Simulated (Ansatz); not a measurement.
BeS:
```
BeS
1.0
    2.92556     0.00000     0.00000
    0.00000     2.92556     0.00000
    0.00000     0.00000     2.92556
Be S
1 1
Direct
  0.00000   0.00000   0.00000
  0.50000   0.50000   0.50000
```

Relaxed with PBE.

**Question.** List the phonon frequencies at the special points (DFPT on a 4×4×4 q-mesh, Fourier-interpolated; plane-wave PAW PBE (Ansatz code)).

**Answer.** In cm⁻¹; no LO–TO term at Γ, as the run had none.

```tsv
q	frequencies
Γ	332i 332i 332i 0 0 0
X	339i 339i 177i 177i 85i 279
M	543i 344i 320i 320i 233 233
R	109 109 109 116 116 116
```

Space group Pm-3m (CsCl type). A made-up cell: these elements were put on the sites of a structure type; neither database checked (COD, Materials Project) lists it. COD files the formula under space group No. 216, so this cell is another polymorph or a model. Its standing as an ambient phase is unchecked. The PBE relaxation kept the symmetry of its start. At this level the phase is dynamically unstable (imaginary phonons). As this level gives no gap, phonon frequencies hold no LO–TO term and depend on the k-mesh and smearing (Fermi–Dirac, 0.1 eV here).

Potentials: the later of the program's two PAW sets.
